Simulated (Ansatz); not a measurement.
## Al3Ga: pressure against volume

Al3Ga, Pm-3m, a = 4.009 Å. The structure is a Materials Project entry; whether it is the stable form wasn't checked. Ansatz: r2SCAN, PAW, 500 eV, Γ-centred 10×10×10 mesh on 4 atoms, Gaussian smearing 0.10 eV; no spin polarisation. Symmetry fixes shape and atoms, so the cell is only scaled; pressure is positive in compression.

| V (Å³/atom) | P (GPa) |
| --- | --- |
| 15.145 | ? |
| 15.628 | 2.72 |
| 16.112 | 0.00 |
| 16.595 | -2.26 |
| 17.079 | -4.11 |

Question: Take V0 = 16.112 Å³/atom, fit the third-order Birch–Murnaghan form to the other rows, and predict the missing pressure.

Answer: With the Eulerian strain f = ½[(V0/V)^(2/3) − 1] and y = P/[3f(1 + 2f)^(5/2)], the form is the line y = B0 + 1.5 B0 (B0′ − 4) f. Rows (f, y): 0.01027, 83.9; -0.00975, 81.2; -0.01906, 79.2. Means f = -0.006180, y = 81.433; Σ(Δf)² = 0.0004492, ΣΔfΔy = 0.07018; the slope is their ratio. y = 82.40 + 156.2 f GPa, so B0 = 82.4 GPa and B0′ = 4 + 2 × (156.2)/(3 × 82.40) = 5.26. At V = 15.145, f = 0.02106, y = 85.69 and P = 6.00 GPa. The run gave 5.97 GPa, so the fit is 0.03 GPa too high, a small miss on the scale of the series. The form still works here, 33 % of the fitted range beyond its end.